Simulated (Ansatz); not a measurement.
**Ga₄As₃P: rattling a relaxed structure**

It was reached by relaxing an invented guess, and it needn't be the stable form of this composition.

Theory: Ansatz, DFT PBE, scalar-relativistic, plane waves, PAW. Plane waves to 420 eV, a k mesh through Γ of 10×6×6 on the computed 8-atom cell and Gaussian smearing (0.02 eV); no spin polarisation.

The cell below (8 atoms, space group Amm2 (No. 38)) is relaxed within its symmetry.

```xyz
8
Lattice="4.0191 0.0000 0.0000 0.0000 4.0192 5.6854 0.0000 -4.0192 5.6854" Properties=species:S:1:pos:R:3 pbc="T T T"
Ga    0.0000   -1.9667    8.5546
Ga    2.0096    0.0000   11.3170
Ga    2.0096    0.0000    5.6884
Ga    0.0000    1.9667    8.5546
P     0.0000    0.0000    9.9494
As    2.0096   -2.0111    7.1071
As    0.0000    0.0000    4.2616
As    2.0096    2.0111    7.1071
```

For the test it was strained at random (σ = 1.5 % a component), the atoms were moved at random (σ = 0.05 Å), and all was relaxed again on a coarse 4×2×2 mesh (in the run’s order of axes) with 0.10 eV smearing, with no symmetry imposed.

Problem. What happens?

Solution. It returns, within 1 meV/atom of the unmoved cell on that mesh and with the same symmetry when read at 0.1 Å. No instability shows in this cell; modes of other wave vectors, which need another repeat, aren't tested.
